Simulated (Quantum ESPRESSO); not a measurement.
Space group Cmcm (No. 63); a = 4.0513 Å, b = 11.3460 Å, c = 4.0610 Å, α = β = γ = 90.00°

| atom | site | symmetry | x | y | z |
|---|---|---|---|---|---|
| S | 4c | m2m | 0.0000 | 0.3524 | 0.2500 |
| Sn | 4c | m2m | 0.0000 | 0.1231 | 0.2500 |
(The calculation used a cell of 4 atoms; values per cell refer to that cell.)

Cell and atoms were relaxed with PBE+D3(BJ) from Materials Project entry mp-559676, within its symmetry.

### Question
What does PBEsol (Quantum ESPRESSO, PseudoDojo norm-conserving, 72 Ry, no spin-orbit coupling) give for the electronic structure near the Fermi level?

### Answer
The PBEsol gap is indirect, 0.11 eV, from X to Y; the smallest direct gap is 0.54 eV. Spin-orbit splittings are left out.

This is not the ordinary phase of the substance.

Letters of k points follow the standard setting of the lattice, whose axes may be ordered differently from the printed cell.
